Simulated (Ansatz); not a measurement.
A relaxation computed with Ansatz, from input to last step.

```yaml
crystal:
  lattice:
    - [3.9150021978, 0.0, 0.0]
    - [-1.9575010989, 3.3904913591, 0.0]
    - [0.0, 0.0, 12.6498593344]
  atoms:
    - { symbol: Cd, position: [0.3333333333, 0.6666666667, 0.3749952385] }
    - { symbol: Cd, position: [0.6666666667, 0.3333333333, 0.8749952385] }
    - { symbol: Br, position: [0.3333333333, 0.6666666667, -0.0031799579] }
    - { symbol: Br, position: [0.6666666667, 0.3333333333, 0.4968200421] }
    - { symbol: Br, position: [0.0, 0.0, 0.2531847194] }
    - { symbol: Br, position: [0.0, 0.0, 0.7531847194] }
basis:
  ecutwfc: 420
kpoints:
  mp_grid: { grid: [6, 6, 2] }
hamiltonian:
  xc: pbesol
scf:
  occupations: { method: gaussian, width: 0.02 }
output:
  forces: true
  stress: true
  eigenvalues: true
relax:
  adjacent_minimum: "off"
  f_tol: 0.01
  max_steps: 30
  cell: { stress_tol: 0.1, fix: [volume] }
```

```bash
ansatz run input.yaml --threads 1 --pin off --max-ram 2560MiB --backend cpu --events-out ev --progress --plain --runs-dir out
```

Computed with DFT PBEsol, scalar-relativistic, plane waves, PAW (Ansatz).

The volume is held at 0.94 times that of the relaxed cell.

Of 5 frames 4 are shown, positions in Å and forces in eV/Å; the SCF threshold varies from step to step. Steps run on the plane waves of an earlier cell, with a Pulay correction in the pressure. The basis is chosen afresh for the last frame, the zero of the energies, and at times for earlier ones too; energy and pressure step there, also at an unchanged geometry. The mark taken_back stands on steps that the optimiser undid.

```xyz
6
Lattice="3.9150 0.0000 0.0000 -1.9575 3.3905 0.0000 0.0000 0.0000 12.6499" Properties=species:S:1:pos:R:3:forces:R:3 pbc="T T T" step=1 free_energy_over_end_meV_per_atom=3.16 pressure_GPa=1.80
Cd    0.0000    2.2603    4.7436    0.0000    0.0000    0.0001
Cd    1.9575    1.1302   11.0686    0.0000    0.0000    0.0001
Br    0.0000    2.2603   -0.0402    0.0000    0.0000    0.2163
Br    1.9575    1.1302    6.2847    0.0000    0.0000    0.2163
Br    0.0000    0.0000    3.2028    0.0000    0.0000   -0.2164
Br    0.0000    0.0000    9.5277    0.0000    0.0000   -0.2164
6
Lattice="3.9324 0.0000 0.0000 -1.9662 3.4056 0.0000 0.0000 0.0000 12.5379" Properties=species:S:1:pos:R:3:forces:R:3 pbc="T T T" step=2 free_energy_over_end_meV_per_atom=3.28 pressure_GPa=-0.15 taken_back
Cd    0.0000    2.2704    4.7017    0.0000    0.0000    0.0014
Cd    1.9662    1.1352   10.9706    0.0000    0.0000    0.0014
Br    0.0000    2.2704    0.0369    0.0000    0.0000   -0.2403
Br    1.9662    1.1352    6.3059    0.0000    0.0000   -0.2403
Br    0.0000    0.0000    3.0976    0.0000    0.0000    0.2389
Br    0.0000    0.0000    9.3665    0.0000    0.0000    0.2389
6
Lattice="3.9317 0.0000 0.0000 -1.9659 3.4050 0.0000 0.0000 0.0000 12.5424" Properties=species:S:1:pos:R:3:forces:R:3 pbc="T T T" step=3 free_energy_over_end_meV_per_atom=0.13 pressure_GPa=0.80
Cd    0.0000    2.2700    4.7034    0.0000    0.0000    0.0003
Cd    1.9659    1.1350   10.9746    0.0000    0.0000    0.0003
Br    0.0000    2.2700   -0.0032    0.0000    0.0000    0.0038
Br    1.9659    1.1350    6.2679    0.0000    0.0000    0.0038
Br    0.0000    0.0000    3.1388    0.0000    0.0000   -0.0041
Br    0.0000    0.0000    9.4100    0.0000    0.0000   -0.0041
6
Lattice="3.9403 0.0000 0.0000 -1.9701 3.4124 0.0000 0.0000 0.0000 12.4882" Properties=species:S:1:pos:R:3:forces:R:3 pbc="T T T" step=5 free_energy_over_end_meV_per_atom=0.00 pressure_GPa=0.71
Cd    0.0000    2.2749    4.6831    0.0000    0.0000    0.0003
Cd    1.9701    1.1375   10.9272    0.0000    0.0000    0.0003
Br    0.0000    2.2749    0.0000    0.0000    0.0000   -0.0054
Br    1.9701    1.1375    6.2441    0.0000    0.0000   -0.0054
Br    0.0000    0.0000    3.1220    0.0000    0.0000    0.0051
Br    0.0000    0.0000    9.3661    0.0000    0.0000    0.0051
```

Time: 49 s on 1 thread of Arm Neoverse V1 (shared host), peak memory 0.39 GiB.

The cell holds layers, and where no dispersion correction was added their binding is poorly described.